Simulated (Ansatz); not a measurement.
## TePb (Fm-3m): elasticity against pressure

```
Te Pb
1.0
     0.00000    3.19090    3.19090
     3.19090    0.00000    3.19090
     3.19090    3.19090    0.00000
Te Pb
1 1
Cartesian
  3.1909 3.1909 3.1909
  0.0000 0.0000 0.0000
```

This is the zero-pressure cell. At each pressure cell and atoms are relaxed in this structure, and the constants are slopes of the stress at strains of ±0.005 with relaxed ions (the coefficients that govern stability under load). Level: LDA, PAW on Ansatz 0.2.0's default frozen-core files (fitted under PBE), scalar-relativistic; k mesh 6×6×6, strains of ±0.005, fixed occupations, cutoff 420 eV. P is the pressure of the relaxed cell, less that of this one.

```csv
P (GPa),V/V₀,C11 (GPa),C12 (GPa),C44 (GPa)
0.00,1.0000,136.5,5.3,15.6
1.00,?,?,?,?
2.01,0.9630,161.0,6.6,15.4
3.98,0.9331,183.9,8.0,15.1
6.97,0.8955,217.4,10.1,14.5
10.00,0.8642,249.9,12.3,13.8
```

Task: Does the bulk modulus from the constants agree with the pressure-volume curve?

Result: A third-order Birch-Murnaghan fit to the volumes shown (F against f, f = [(V₀/V)^(2/3) − 1]/2) gives B₀ = 49.0 GPa and B′ = 4.6. Its −V dP/dV stands beside (C11 + 2C12)/3:

```
P (GPa)  from P(V)  from the constants
   0.00       49.0                49.0
   2.01       58.1                58.1
   3.98       66.6                66.6
   6.97       79.2                79.2
  10.00       91.6                91.5
```

Task: What are the pressure derivatives at zero pressure?

Result: Slopes at V₀ of quadratic fits in −ln(V/V₀) through the first four rows shown, divided by B₀: dC11/dP = 12.4, dC12/dP = 0.6, dC44/dP = -0.1. The mean slopes up to 4.0 GPa are 11.9, 0.7, -0.1; curvature and scatter of the constants part the two. The combination (dC11/dP + 2 dC12/dP)/3 = 4.5 stands against B′.

Task: Fill the row at 1.00 GPa.

Result: Cubic fits in −ln(V/V₀) through all rows shown give C11 = 148.8, C12 = 6.0, C44 = 15.5 GPa. Computed: V/V₀ = 0.9807, C11 (GPa) = 148.8, C12 (GPa) = 6.0, C44 (GPa) = 15.5.

Task: Does a shear stiffness soften?

Result: C44 goes from 15.6 to 13.8 GPa; (C11 − C12)/2 goes from 65.6 to 118.8 GPa. C44 softens under pressure, though the lattice stays mechanically stable over this range.

Caveats: no other phase was computed; many crystals of this kind change structure within this range, and rows or crossings beyond such a change describe a metastable lattice; frozen-core PAW files fitted under PBE, their cores solved anew for the functional of the run; no spin-orbit coupling on heavy atoms; phonons weren't checked at these pressures.
